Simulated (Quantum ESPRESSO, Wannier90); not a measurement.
# Wannierisation of BaTiO₃ (cubic perovskite)

```xyz
5
Lattice="4.0077 0.0000 0.0000 0.0000 4.0077 0.0000 0.0000 0.0000 4.0077" Properties=species:S:1:pos:R:3 pbc="T T T"
Ba     2.0038     2.0038     2.0038
Ti     0.0000     0.0000     0.0000
O      2.0038     0.0000     0.0000
O      0.0000     2.0038     0.0000
O      0.0000     0.0000     2.0038
```

Cell from Materials Project (mp-2998), symmetrised, no further relaxation. COD (Crystallography Open Database) records the formula in this space group. Ideal cubic forms of this type are often high-temperature phases that distort on cooling; symmetry holds the cell here, and its stability was not tested. Level: PBEsol, no spin polarisation, no spin-orbit coupling; pw.x of Quantum ESPRESSO at 68 Ry with PseudoDojo potentials, 8×8×8 k-points, Wannier90. Density: 8×8×8 mesh, cold smearing 0.01 Ry. Spin-orbit coupling is left out although heavy elements are present.

Bands 12-20 form an isolated set from -4.51 to 0.00 eV relative to the valence-band maximum (on the path) and are turned into 9 Wannier functions by minimising the spread from the start: atomic waves O 2p.

Centres (Cartesian, Å; one of the equivalent choices) and spreads:

| n | x | y | z | spread (Å²) | nearest atom |
|---|---|---|---|---|---|
| 1 | 2.004 | 0.000 | 0.000 | 1.652 | O3 |
| 2 | 2.004 | 0.000 | 0.000 | 1.313 | O3 |
| 3 | 2.004 | 0.000 | 0.000 | 1.652 | O3 |
| 4 | 0.000 | 2.004 | 0.000 | 1.652 | O4 |
| 5 | 0.000 | 2.004 | 0.000 | 1.652 | O4 |
| 6 | 0.000 | 2.004 | 0.000 | 1.313 | O4 |
| 7 | 0.000 | 0.000 | 2.004 | 1.313 | O5 |
| 8 | 0.000 | 0.000 | 2.004 | 1.652 | O5 |
| 9 | 0.000 | 0.000 | 2.004 | 1.652 | O5 |

Ω_I = 13.69 Å², Ω_total = 13.85 Å²; the interpolated bands follow pw.x to 0.4 meV rms on the path. Only this start was tried; a symmetric start can stop on a saddle, and mixtures of these functions could lower the total by at most Ω_total − Ω_I.
